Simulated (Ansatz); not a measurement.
AlN:
```xyz
2
Lattice="0.0000 2.0188 2.0188 2.0188 0.0000 2.0188 2.0188 2.0188 0.0000" Properties=species:S:1:pos:R:3 pbc="T T T"
Al     2.0188     2.0188     2.0188
N      0.0000     0.0000     0.0000
```

Relaxed with r²SCAN. Independent-particle spectrum: no excitons, no local fields, no scissors shift; 0.1 eV broadening; ε₁ of the summed bands alone.

### Question
Tabulate the dielectric function from r²SCAN (plane waves, PAW; program Ansatz).

### Answer


| E (eV) | ε₁ xx | ε₂ xx |
|---|---|---|
| 0.0 | 4.64 | 0.00 |
| 0.3 | 4.64 | 0.00 |
| 0.6 | 4.65 | 0.00 |
| 0.9 | 4.66 | 0.00 |
| 1.2 | 4.68 | 0.00 |
| 1.5 | 4.71 | 0.00 |
| 1.8 | 4.75 | 0.00 |
| 2.1 | 4.79 | 0.00 |
| 2.4 | 4.83 | 0.00 |
| 2.7 | 4.89 | 0.00 |
| 3.0 | 4.96 | 0.00 |
| 3.3 | 5.03 | 0.00 |
| 3.6 | 5.12 | 0.00 |
| 3.9 | 5.21 | 0.00 |
| 4.2 | 5.33 | 0.00 |
| 4.5 | 5.46 | 0.00 |
| 4.8 | 5.61 | 0.00 |
| 5.1 | 5.78 | 0.00 |
| 5.4 | 5.99 | 0.00 |
| 5.7 | 6.24 | 0.00 |
| 6.0 | 6.54 | 0.00 |
| 6.3 | 6.93 | 0.00 |
| 6.6 | 7.52 | 0.16 |
| 6.9 | 7.91 | 0.42 |
| 7.2 | 8.42 | 0.58 |
| 7.5 | 9.13 | 0.73 |
| 7.8 | 10.26 | 0.92 |
| 8.1 | 12.92 | 2.06 |
| 8.4 | 12.62 | 5.71 |
| 8.7 | 12.40 | 7.33 |
| 9.0 | 11.98 | 9.99 |
| 9.3 | 10.17 | 12.14 |
| 9.6 | 8.60 | 14.17 |
| 9.9 | 4.00 | 18.94 |
| 10.2 | -3.13 | 13.63 |
| 10.5 | -3.31 | 10.09 |
| 10.8 | -2.94 | 7.31 |
| 11.1 | -2.03 | 5.77 |
| 11.4 | -0.89 | 4.71 |
| 11.7 | 0.60 | 5.23 |
| 12.0 | 0.10 | 6.22 |

### Question
From ε at 6.8 eV (xx: 7.78 + 0.35i), find n, k, the normal reflectivity and the absorption coefficient.

### Answer
n = 2.79, k = 0.063, R = 22 %, α = 2kE/ħc = 43000 cm⁻¹.

With all bands, ε∞ without local fields is 4.71.

Space group Fm-3m (rock salt). This is a known high-pressure phase of the composition, computed here at zero pressure and temperature. Symmetry was held in the r²SCAN relaxation; its stability against distortions is not shown here.

Potentials: the later of the program's two PAW sets.
